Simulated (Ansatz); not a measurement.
SrTiHO2 in space group P4/mmm (No. 123; Sr on 1a, Ti on 1d, O on 2e, H on 1c), the program Ansatz at the PBEsol level (PAW), all energies at zero smearing, with the estimated change up to a 700 eV cutoff added, with one set of potentials and settings (totals compare only within such a set). Cell of 5 atoms (1 Sr, 1 Ti, 2 O, 1 H): -7110.011 eV.

```
element                            reference phase  E (eV/atom)
-------  -----------------------------------------  -----------
Sr                      Fm-3m, 1 atoms in the cell   -3492.2323
Ti                     P6/mmm, 3 atoms in the cell   -2473.9163
O        C2/m, 4 atoms in the cell, spin-polarised    -558.3609
H                        Cmce, 4 atoms in the cell     -15.6186
```

Formation energy per atom, worked out: (-7110.011 − 1×(-3492.2323) − 1×(-2473.9163) − 2×(-558.3609) − 1×(-15.6186))/5 = -2.304 eV/atom (-222 kJ per mol of atoms), at 0 K, without zero-point energy or fitted corrections.

The start of the workflow was typed in or built on a structure type; neither database checked (COD, Materials Project) lists it. Its standing as an ambient phase is unchecked. The PBEsol relaxation kept the symmetry of its start; whether a distortion lowers the energy is not shown. The final state is ferromagnetic, chosen from 4 collinear starts compared on coarse meshes (ties went to the first, and starts can fall back to one state), not a proven ground state. No Hubbard U is applied. The references are the lowest solids computed at this level, not always the standard phases (solids in place of the gases).

Potentials: the earlier of the program's two PAW sets. The files were generated under PBE; for other functionals the program regenerates the frozen cores, and for LDA and PBEsol the local potential too.
